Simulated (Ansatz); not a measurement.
The elements of this relaxed trial crystal are hidden behind letters.

```
lattice vectors (Å)
   4.7804    0.0000    0.0000
  -2.3902    4.1400    0.0000
   0.0000    0.0000    4.0231
fractional positions
X 0.0000 0.5000 0.5000
X 0.5000 0.0000 0.5000
X 0.5000 0.5000 0.5000
Z 0.0000 0.0000 0.0000
Q 0.3333 0.6667 0.0000
Q 0.6667 0.3333 0.0000
```

Theory: DFT PBE, scalar-relativistic, plane waves, PAW in Ansatz 0.2.0. Plane waves to 420 eV, a 9×9×10 mesh through Γ for the 6-atom cell and 0.10 eV Gaussian smearing; no spin polarisation.

```
Space group                               : P6/mmm (No. 191)
Conventional cell                         : a = 4.780 Å, c = 4.023 Å
Volume per atom                           : 13.27 Å³
Density                                   : 3.66 g/cm³
Formation energy                          : −0.36 eV/atom
Gap on the 9×9×10 mesh of the 6-atom cell : 0 eV (a metal)
```

Energies are uncorrected and count from the elements' standard states at the same level.

Problem. X is an s-block element of period 2, Z is a d-block element of period 5 and Q is a p-block element of period 3. Which elements are they?

Solution. X = Li, Z = Nb, Q = P, so the formula is Li3NbP2. Density times volume gives a mean mass of 3.66 × 13.27/1.6605 = 29.2 u per atom, and this set has 29.3 u. Li is surrounded by 4 Li at 2.39 Å, 4 P at 2.44 Å and 4 Nb at 3.12 Å; Nb has 6 P at 2.76 Å and 12 Li at 3.12 Å; P has 6 Li at 2.44 Å, 3 Nb at 2.76 Å and 3 P at 2.76 Å. Other sets within the hints have nearly the same mass, so mass alone doesn't settle it; this one was computed.

A structure relaxed within its symmetry needn't be a true minimum.
